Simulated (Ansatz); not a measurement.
LiF:
```
CELL_PARAMETERS angstrom
      0.00000     2.03391     2.03391
      2.03391     0.00000     2.03391
      2.03391     2.03391     0.00000
ATOMIC_POSITIONS crystal
  Li 0.00000 0.00000 0.00000
  F  0.50000 0.50000 0.50000
```

Relaxed with PBE. Special points in fractions of this cell's reciprocal vectors: Γ (0.000, 0.000, 0.000); X (0.500, 0.000, 0.500); U (0.625, 0.250, 0.625); K (0.375, 0.375, 0.750); L (0.500, 0.500, 0.500); W (0.500, 0.250, 0.750).

Task: List the band energies nearest the valence-band maximum at these points for the program Ansatz at the PBE level (PAW).

Result: In eV from the valence-band maximum; about four levels below and three above (degenerate sets whole), none deeper than 8.9 eV; … stands for higher levels left out; points with the same levels are listed once.

```json
[
 {"k": "Γ", "below": "0.00 0.00 0.00", "above": "8.83 …"},
 {"k": "X", "below": "-2.88 -0.95 -0.95", "above": "14.54 …"},
 {"k": "U", "below": "-2.39 -1.50 -0.70", "above": "14.30 …"},
 {"k": "L", "below": "-2.43 -0.22 -0.22", "above": "10.64 …"},
 {"k": "W", "below": "-1.98 -1.98 -0.77", "above": "…"}
]
```

Space group Fm-3m (rock salt). Symmetry was held in the PBE relaxation; phonons on a q-mesh show no instability.

Potentials: the later of the program's two PAW sets.
